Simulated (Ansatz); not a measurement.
Consider the following.

MgO:
```
CELL_PARAMETERS angstrom
      3.27495     0.00000     0.00000
     -1.63748     2.83619     0.00000
      0.00000     0.00000     4.90389
ATOMIC_POSITIONS crystal
  Mg 0.33333 0.66667 0.00127
  Mg 0.66667 0.33333 0.50127
  O  0.33333 0.66667 0.40333
  O  0.66667 0.33333 0.90333
```

This is the LDA-relaxed structure. x, y and z are the axes in which the lattice vectors are written.

Task: All from the program Ansatz at the LDA level (PAW), unless another level is named. Give the zero-point energy.

Result: 75.7 meV/atom.

Task: Give the vibrational entropy at 300 K.

Result: 14.9 J/(K·mol of atoms).

Task: Give the elastic constants (relaxed ions, GPa).

Result: C11 = 205, C12 = 115, C13 = 111, C33 = 87.5, C44 = 67.2.

Task: And the highest zone-centre frequency (without LO–TO term)?

Result: 546 cm⁻¹.

Task: Next, the piezoelectric stress constants (proper, relaxed ions, C/m²)?

Result: e15 = e24 = -0.36, e31 = e32 = -0.80, e33 = 2.35.

Space group P6_3mc (wurtzite). The first step of the workflow began from a Materials Project structure, measured or hypothetical; the Crystallography Open Database copy checked does not list it. It is not the phase usual at ambient conditions (space group No. 225). The cell was relaxed with LDA under the symmetry of its start; phonons on a q-mesh show no instability.

Potentials: the later of the program's two PAW sets.
